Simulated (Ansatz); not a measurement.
Relaxed Na (bcc, W type):

```xyz
2
Lattice="-4.1965 4.1965 4.1965 0.0000 0.0000 4.1965 0.0000 4.1965 0.0000" Properties=species:S:1:pos:R:3 pbc="T T T"
Na     0.0000     0.0000     0.0000
Na    -2.0983     2.0983     2.0983
```

The atoms are displaced by Q × the pattern below (from a DFPT mode at H = (0.5, 0.5, 0.5), largest move 1; Q in Å), at fixed cell. It is one choice among 3 degenerate patterns. (q is in reciprocal vectors of the primitive cell; the cell shown is doubled to hold the pattern.)

```tsv
atom	x	y	z
Na1	0.000	0.000	-1.000
Na2	0.000	0.000	1.000
```

Level of theory: PBE (plane waves to 420 eV, PAW, scalar-relativistic; Ansatz, a program for electronic structure). k mesh 16×16×16 (Γ-centred), Fermi-Dirac smearing 0.05 eV. E stands for the smeared free energy. With partly filled bands, energies and forces of such displacements shift with the k mesh and the smearing. Na was relaxed with its symmetry unable to fall. The zero of ΔE is the undisplaced structure.

```tsv
Q (Å)	ΔE (meV/cell)	−dE/dQ from forces (eV/Å)
-0.280	97	0.661
-0.233	68	0.568
-0.187	44	0.465
-0.140	25	0.355
-0.093	11	0.239
-0.047	3	0.121
0.000	0	0.000
0.047	3	-0.121
0.093	11	-0.239
0.140	25	-0.355
0.187	44	-0.465
0.233	68	-0.568
0.280	97	-0.661
```

What the scan shows:

```
Quantity                                                                                                              Value
-----------------------------------------------------------  --------------------------------------------------------------
Energy at Q = 0.280 Å                                                                                           97 meV/cell
Space group of the distorted cell                                                      P4/nmm (No. 129), lowered from Im-3m
Symmetry of the curve                                                                         even: the same for both signs
Shape of the curve                                           a single well with its minimum at or next to zero displacement
Harmonic wavenumber from the curvature (finite differences)                                                        124 cm⁻¹
```

The 13 points together took roughly 2.9 core-minutes.

(A displaced cell: forces are minus the slopes of the energy, force constants its curvatures, and phonons follow from these.)
